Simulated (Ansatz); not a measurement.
The slice is one period of a {111} plane through atoms; its size isn't given.

Calculation: r2SCAN (plane waves to 500 eV, PAW, scalar-relativistic; Ansatz, a program for electronic structure). These are valence fields of a PAW run, semicore shells included where kept as valence: close to a nucleus they are smooth pseudo fields.

```
|    ::**@@@@@@@@@@@@@@**::  |
|::::++%%@@@@@@@@@@@@@@%%++::|
|****%%@@@@@@@@@@@@@@@@@@%%**|
|@@@@@@@@@@@@@@@@@@@@@@@@@@@@|
|@@@@@@@@@@@@@@@@@@@@@@@@@@@@|
|@@@@@@@@@@@@@@@@@@@@@@@@@@@@|
|@@@@@@@@@@@@@@@@@@@@@@@@@@@@|
|@@@@@@@@@@@@@@@@@@@@@@@@@@@@|
|@@@@@@@@@@%%******%%@@@@@@@@|
|@@@@@@@@%%++::::::++%%@@@@@@|
|@@@@@@@@**::      ::**@@@@@@|
|@@@@@@@@++::      ::++@@@@@@|
|@@@@@@@@**::      ::**@@@@@@|
|@@@@@@@@%%++::::::++%%@@@@@@|
|@@@@@@@@@@%%******%%@@@@@@@@|
|@@@@@@@@@@@@@@@@@@@@@@@@@@@@|
|@@@@@@@@@@@@@@@@@@@@@@@@@@@@|
|@@@@@@@@@@@@@@@@@@@@@@@@@@@@|
|@@@@@@@@@@@@@@@@@@@@@@@@@@@@|
|@@@@@@@@@@@@@@@@@@@@@@@@@@@@|
|****%%@@@@@@@@@@@@@@@@@@%%**|
|::::++%%@@@@@@@@@@@@@@%%++::|
|    ::**@@@@@@@@@@@@@@**::  |
|    ::++@@@@@@@@@@@@@@++::  |
```
Scale: ten equal steps from -1.24 (start of ' ') to -0.66 (end of '@'), in the order ' .:-=+*#%@'. Values: log₁₀ of the valence density in e/Å³. The map has 14 points along u (two characters each, u = 0 at the left) and 24 along v (v = 0 in the bottom row). The scale is logarithmic, as a density can span decades between atoms and voids.

```
|xxx.*@@@@@*.xx|
|xx -%@@@@@%- x|
| .=#@@@@@@@#=.|
|*#%@@@@@@@@@%#|
|@@@@@@@@@@@@@@|
|@@@@@@@@@@@@@@|
|@@@@@@@@@@@@@@|
|@@@@@%#*#%@@@@|
|@@@@#=. .=#@@@|
|@@@%- xxx -%@@|
|@@@*.xxxxx.*@@|
|@@@* xxxxx *@@|
|@@@*.xxxxx.*@@|
|@@@%- xxx -%@@|
|@@@@#=. .=#@@@|
|@@@@@%#*#%@@@@|
|@@@@@@@@@@@@@@|
|@@@@@@@@@@@@@@|
|@@@@@@@@@@@@@@|
|*#%@@@@@@@@@%#|
| .=#@@@@@@@#=.|
|xx -%@@@@@%- x|
|xxx.*@@@@@*.xx|
|xxx *@@@@@* xx|
```
Scale: ten equal steps from 0.07 (start of ' ') to 0.63 (end of '@'), in the order ' .:-=+*#%@'. Values: electron localisation function (ELF). The map has 14 points along u (one character each, u = 0 at the left) and 24 along v (v = 0 in the bottom row). Points within 0.5 Å of a nucleus are blanked (x), as the pseudised field means little there.

Which relaxed crystal do these maps come from?
(A) Ni (fcc, Cu type)
(B) Al (fcc, Cu type)
(C) Au (fcc, Cu type)

B, Al (fcc, Cu type). Atoms on the slice: Al at (0.00, 0.00); Al at (0.50, 0.50)

All were relaxed with their symmetry unable to fall. Relaxed Ni ends ferromagnetic. Spin-orbit coupling is left out. The magnetic order is the one the run started from; other orders were not tried. (This holds for the magnetic or f-shell members.)
